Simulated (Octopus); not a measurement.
AlAs (F-43m, No. 216):
```xyz
2
Lattice="0.0000 2.8379 2.8379 2.8379 0.0000 2.8379 2.8379 2.8379 0.0000" Properties=species:S:1:pos:R:3 pbc="T T T"
Al     0.0000     0.0000     0.0000
As     1.4189     1.4189     1.4189
```
The cell is a database entry, not relaxed again.

Method: LDA in Octopus 16.4; grid spacing about 0.21 Å, Γ-centred 6×6×6 k-mesh, no spin polarisation; PseudoDojo for Al / valence-only HGH without core correction for As. Spin-orbit coupling is left out.

**Question.** What band gap does LDA give on the standard high-symmetry path?

**Answer.** 1.37 eV, from Γ to X; smallest direct gap on the path 1.79 eV. A grid finer by a fifth moves the gap between mesh points by under 0.01 eV.
